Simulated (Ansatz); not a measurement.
**What DFT gives for Rb**

```
CELL_PARAMETERS angstrom
5.79977 0.00000 0.00000
0.00000 4.68831 0.00000
0.00000 0.00000 12.50890
ATOMIC_POSITIONS crystal
Rb 0.04700 0.25000 0.14300
Rb 0.45300 0.75000 0.64300
Rb 0.54700 0.25000 0.85700
Rb 0.95300 0.75000 0.35700
```

The numbers come from plane-wave PAW DFT (Ansatz): r2SCAN, no spin polarisation, 500 eV, 6×7×3 Γ-centred k points, fermi-dirac occupations (width 0.1 eV). Nothing was relaxed.

Forces: The largest is on Rb1 (and as large on other atoms): 0.66 eV/Å, components (0.18, 0.00, -0.63). It makes 139° with the line to a nearest neighbour, Rb4 at 3.60 Å, pointing away from it.
Stress: The pressure is 0.8 GPa (compression positive), so with the atoms held at these fractions the cell would first expand. The principal stresses -0.8, 1.6, 1.6 GPa differ, so its shape would change too.
Contacts: Rb–Rb at 3.60 Å: least valence density 0.04 e/Å³ and ELF 0.02 there. These are pseudo-fields; inside the PAW spheres they differ from the all-electron ones.
At the Fermi level: It is a metal, with about 3.5 states/eV a cell as the mean within 0.25 eV of the Fermi level.

Origin: a database entry at a rescaled volume.
